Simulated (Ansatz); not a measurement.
BeTe:
```xyz
2
Lattice="0.0000 2.8286 2.8286 2.8286 0.0000 2.8286 2.8286 2.8286 0.0000" Properties=species:S:1:pos:R:3 pbc="T T T"
Te     4.2428     4.2428     4.2428
Be     0.0000     0.0000     0.0000
```

Relaxed with r²SCAN. Special points in fractions of this cell's reciprocal vectors: Γ (0.000, 0.000, 0.000); X (0.500, 0.000, 0.500); U (0.625, 0.250, 0.625); K (0.375, 0.375, 0.750); L (0.500, 0.500, 0.500); W (0.500, 0.250, 0.750).

Q: List the band energies nearest the valence-band maximum at these points for the program Ansatz at the r²SCAN with spin–orbit coupling level (PAW).

A: In eV from the valence-band maximum; about four levels below and three above (degenerate sets whole), none deeper than 8.9 eV; points with the same levels are listed once.

```json
[
 {"k": "Γ", "below": "0.00 0.00 0.00 0.00", "above": "3.72 3.72 3.77 3.77 3.77 3.77"},
 {"k": "X", "below": "-3.18 -3.18 -2.78 -2.78", "above": "2.09 2.09 2.73 2.73"},
 {"k": "U", "below": "-4.38 -4.09 -2.55 -2.53", "above": "2.80 2.82 5.40"},
 {"k": "L", "below": "-1.70 -1.70 -1.20 -1.20", "above": "3.23 3.23 4.72 4.72"},
 {"k": "W", "below": "-4.32 -3.86 -3.51 -3.45", "above": "5.34 5.38 5.80"}
]
```

Space group F-43m (zinc blende). The r²SCAN relaxation kept the symmetry of its start; of distortions, only those at the zone centre were tested.

Potentials: the later of the program's two PAW sets.
